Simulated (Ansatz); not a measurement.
Comparing deformations in Cu

All numbers below come from Ansatz, DFT PBEsol, scalar-relativistic, plane waves, PAW. Settings: plane waves to 420 eV, k-mesh 30×30×14 (Γ-centred), Gaussian smearing 0.15 eV. No spin polarisation. Energies are free energies at this smearing, counted from the undisturbed cell; pressure is positive in compression.

The undisturbed cell (relaxed at this level; this form isn't the usual structure):

```xyz
2
Lattice="2.5206 0.0000 0.0000 -1.2603 2.1829 0.0000 0.0000 0.0000 4.1165" Properties=species:S:1:pos:R:3 pbc="T T T"
Cu    0.0000    1.4553    1.0291
Cu    1.2603    0.7276    3.0874
```

The cell is strained by ε times a Voigt pattern (xx, yy, zz, yz, xz, xy; engineering shear) with fractional coordinates fixed. τ = (1/V0) dE/dε comes from the stress tensor. Of each scan, only the three points used here are listed.

```csv
pattern,ε,τ (GPa)
"(1, 1, 0, 0, 0, 0)",-0.0250,-22.18
"(1, 1, 0, 0, 0, 0)",0.0000,0.71
"(1, 1, 0, 0, 0, 0)",0.0250,18.06
"(0, 0, 1, 0, 0, 0)",-0.0250,-8.95
"(0, 0, 1, 0, 0, 0)",0.0000,-0.61
"(0, 0, 1, 0, 0, 0)",0.0250,6.17
"(0, 0, 0, 1, 0, 0)",-0.0050,-0.27
"(0, 0, 0, 1, 0, 0)",0.0000,0.00
"(0, 0, 0, 1, 0, 0)",0.0050,0.27
```

**Question.** Which constants do the scans give, and which deformation costs least for the same size of strain tensor?

**Answer.** The slope dτ/dε at zero (parabola through three points) is pᵀCp: (1, 1, 0, 0, 0, 0) gives C11 + C22 + 2 C12 = 805 GPa; (0, 0, 1, 0, 0, 0) gives C33 = 302 GPa; (0, 0, 0, 1, 0, 0) gives C44 = 54 GPa. The size of the strain tensor, ε:ε, is ε² times 2.0, 1.0, 0.5. Per unit of it the stiffnesses are 402, 302, 107 GPa, so (0, 0, 0, 1, 0, 0) is the softest of these: at ε:ε = (1 %)² the quadratic term costs 0.38 meV/atom against 1.42 for the stiffest. These are clamped-ion values.

In a metal these slopes depend on the k mesh and the smearing.